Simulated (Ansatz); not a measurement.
C (graphite type, space group P6_3/mmc)

```yaml
crystal:
  lattice:
    - [2.45537, 0.00000, 0.00000]
    - [-1.22769, 2.12641, 0.00000]
    - [0.00000, 0.00000, 6.67102]
  atoms:
    - { symbol: C, position: [0.00000, 0.00000, 0.25000] }
    - { symbol: C, position: [0.00000, 0.00000, 0.75000] }
    - { symbol: C, position: [0.33333, 0.66667, 0.25000] }
    - { symbol: C, position: [0.66667, 0.33333, 0.75000] }
```

In this cell atom 1 (C, nearest neighbour C at 1.418 Å; its periodic images, 2.5 Å or more away, move with it) is moved by s along Cartesian [110], unit vector (0.707, 0.707, 0.000); all other atoms and the cell stay fixed.

These are r2SCAN+rVV10 (plane waves to 500 eV, PAW, scalar-relativistic; Ansatz, a program for electronic structure) values and carry that method's errors. k mesh 12×12×4 (Γ-centred), Fermi-Dirac smearing 0.05 eV. E stands for the smeared free energy. With partly filled bands, energies and forces of such displacements shift with the k mesh and the smearing. C was relaxed with its symmetry unable to fall. ΔE is measured from the undisplaced structure.

Successive frames, forces in eV/Å:

| frame | ΔE (meV/cell) | F on C1 | F on C2 | F on C3 | F on C4 |
|---|---|---|---|---|---|
| s = -0.056 Å | 89 | (2.414, 2.209, 0.000) | (0.005, 0.004, 0.000) | (-2.414, -2.208, 0.000) | (-0.004, -0.004, 0.000) |
| s = -0.028 Å | 22 | (1.134, 1.084, 0.000) | (0.002, 0.002, 0.000) | (-1.134, -1.084, 0.000) | (-0.002, -0.002, 0.000) |
| s = 0.000 Å | 0 | (0.000, 0.000, 0.000) | (0.000, 0.000, 0.000) | (0.000, 0.000, 0.000) | (0.000, 0.000, 0.000) |

### Question
What are the energy and the forces in the next frame, s = 0.028 Å?

### Answer
ΔE (meV/cell) = 21.

```
atom      Fx      Fy     Fz
----  ------  ------  -----
C1    -1.034  -1.083  0.000
C2    -0.002  -0.002  0.000
C3     1.033   1.083  0.000
C4     0.002   0.002  0.000
```

(For displaced atoms, the force is minus the slope of the energy, and its curvature is a force constant, which sets phonon frequencies.)
